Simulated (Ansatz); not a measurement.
Input:

N:
Space group Im-3m (No. 229); a = b = c = 2.439 Å, α = β = γ = 90.00°

```
atom  site  symmetry       x       y       z
----  ----  --------  ------  ------  ------
N       2a      m-3m  0.0000  0.0000  0.0000
```
(The calculation used a cell of 1 atom; values per cell refer to that cell.)

This is the PBE-relaxed structure.

Question: All from plane-wave PAW PBE (Ansatz code), unless another level is named. Give the electronic character.

Answer: metallic (no gap).

Question: Next, the density of states at the Fermi level?

Answer: 0.55 states/eV per atom (mean over ±0.08 eV).

The cell is a constructed one: a structure type filled with these elements; neither database checked (COD, Materials Project) lists it. It is not the usual solid phase (space group No. 205). The PBE relaxation kept the symmetry of its start; whether a distortion lowers the energy is not shown. The substance is a gas or liquid at ambient conditions. With an odd number of electrons in the cell and no spin polarisation, the count alone makes it a metal.

Potentials: the later of the program's two PAW sets.
